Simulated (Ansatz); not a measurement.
This ScZnC4N4 structure is the end of a relaxation. The cell was found from a structure generator's guess, not taken from experiment.

These are results of Ansatz, DFT PBE, scalar-relativistic, plane waves, PAW, not measurements. Cutoff 420 eV, Γ-centred mesh, Gaussian smearing, collinear spin.

```xyz
10
Lattice="6.2475 0.0000 0.0000 0.0000 6.2475 0.0000 0.0000 0.0000 6.2475" Properties=species:S:1:pos:R:3 pbc="T T T"
Sc    0.0000    0.0000    0.0000
Zn    3.1237    3.1237    3.1237
C     1.3152    1.3152    1.3152
C     1.3152    4.9323    4.9323
C     4.9323    1.3152    4.9323
C     4.9323    4.9323    1.3152
N     1.9903    1.9903    1.9903
N     1.9903    4.2572    4.2572
N     4.2572    1.9903    4.2572
N     4.2572    4.2572    1.9903
```

Formation energies are uncorrected and refer to the elements' standard structures at the same level (N₂ as a molecule).

Question: Find its symmetry and describe it.

Answer: P-43m (No. 215). Conventional cell: a = 6.247 Å. Sc has 4 C at 2.28 Å; Zn is surrounded by 4 N at 1.96 Å; C is surrounded by 1 N at 1.17 Å and 1 Sc at 2.28 Å; N has 1 C at 1.17 Å and 1 Zn at 1.96 Å.

Question: What is its formation energy per atom?

Answer: +0.18 eV/atom. The separate elements lie lower, so it is unstable against them.

Question: Is it a metal?

Answer: Yes, bands cross the Fermi level on the 6×6×6 mesh.

Question: Which magnetic moments does it keep?

Answer: 0.10 μB per atom net, the space between the atoms included; by site: Sc 0.4 μB.

Question: From what recipe could a structure generator have reached it?

Answer: One such recipe: two interpenetrating cyanide-bridged diamond nets (P-43m, No. 215). Other recipes can lead to the same cell.

The last run used collinear spin, a 6×6×6 mesh for its 10-atom cell and Gaussian smearing of 0.10 eV. The reference form of C is held partly by dispersion forces, which this level lacks. Another magnetic order may lie lower. Symmetry constrained the relaxation, so the result can be a saddle point.
